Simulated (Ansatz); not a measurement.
This cell of MgS (rock salt) is off equilibrium:

```xyz
2
Lattice="0.0000 2.6016 2.6016 2.6016 0.0000 2.6016 2.6016 2.6016 0.0000" Properties=species:S:1:pos:R:3 pbc="T T T"
S      0.0000     0.0000     0.0000
Mg     2.3936     2.6016     2.6016
```

These are r2SCAN (plane waves to 500 eV, PAW, scalar-relativistic; Ansatz, a quantum-chemistry and plane-wave program) values and carry that method's errors. k mesh 9×9×9 (Γ-centred), Fermi-Dirac smearing 0.05 eV. E stands for the smeared free energy. Compression counts positive. MgS was relaxed with its symmetry unable to fall.

Problem. Predict the force on every atom, in eV/Å.

Solution. 
```json
[
 {"atom": "S1", "Fx": "-0.751", "Fy": "0.000", "Fz": "0.000"},
 {"atom": "Mg2", "Fx": "0.751", "Fy": "0.000", "Fz": "0.000"}
]
```

Problem. What is the stress tensor (GPa)?

Solution. 
```
   5.28     0.00     0.00
   0.00    -0.36     0.00
   0.00     0.00    -0.36
```
The pressure, a third of the trace, is 1.52 GPa.

Problem. In it atom 2 sits (-0.208, 0.000, 0.000) Å away from its relaxed site. What is its energy relative to the relaxed cell?

Solution. 69.8 meV/cell.

(For displaced atoms, the force is minus the slope of the energy, and its curvature is a force constant, which sets phonon frequencies.)
